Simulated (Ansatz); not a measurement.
BaCu$_{2}$S$_{2}$:
```yaml
crystal:
  lattice:
    - [-1.94400, 1.94400, 6.32064]
    - [1.94400, -1.94400, 6.32064]
    - [1.94400, 1.94400, -6.32064]
  atoms:
    - { symbol: Ba, position: [0.00000, 0.00000, 0.00000] }
    - { symbol: Cu, position: [0.75000, 0.25000, 0.50000] }
    - { symbol: Cu, position: [0.25000, 0.75000, 0.50000] }
    - { symbol: S, position: [0.64016, 0.64016, 0.00000] }
    - { symbol: S, position: [0.35984, 0.35984, 0.00000] }
```

Relaxed with r²SCAN. Special points in fractions of this cell's reciprocal vectors: Γ (0.000, 0.000, 0.000); X (0.000, 0.000, 0.500); P (0.250, 0.250, 0.250); N (0.000, 0.500, 0.000); M (0.500, 0.500, -0.500); S (0.274, 0.726, -0.274); S0 (-0.274, 0.274, 0.274); R (-0.047, 0.047, 0.500); G (0.500, 0.500, -0.047).

Task: List the band energies nearest the valence-band maximum at these points for the program Ansatz at the r²SCAN level (PAW).

Result: In eV from the valence-band maximum; about four levels below and three above (degenerate sets whole), none deeper than 8.9 eV; points with the same levels are listed once.

```csv
k,below,above
Γ,-1.20 -0.08 0.00 0.00,0.74 1.95 3.61
X,-1.84 -1.84 -1.73 -1.09 -1.02,2.57 3.70 4.83
P,-1.84 -1.84 -1.84 -1.84 -1.05 -1.05,3.21 3.47 4.12 4.12
N,-0.78 -0.77 -0.72 -0.41,1.71 2.81 3.98
M,-1.41 -1.41 -1.20 -0.09 -0.09,0.91 2.35 3.76
S,-0.96 -0.80 -0.46 -0.33,1.51 2.50 3.92
R,-1.79 -1.71 -1.06 -1.02,2.67 3.81 4.78
```

Space group I4/mmm. The first step of the workflow began from a Materials Project structure, measured or hypothetical; the Crystallography Open Database copy checked does not list it. COD files the formula under space group No. 33, 62, so this cell is another polymorph or a model. Its standing as an ambient phase is unchecked. The r²SCAN relaxation kept the symmetry of its start; its stability against distortions is not shown here. No spin polarisation was allowed. Spin–orbit coupling is left out wherever it is not named.

Potentials: the later of the program's two PAW sets.
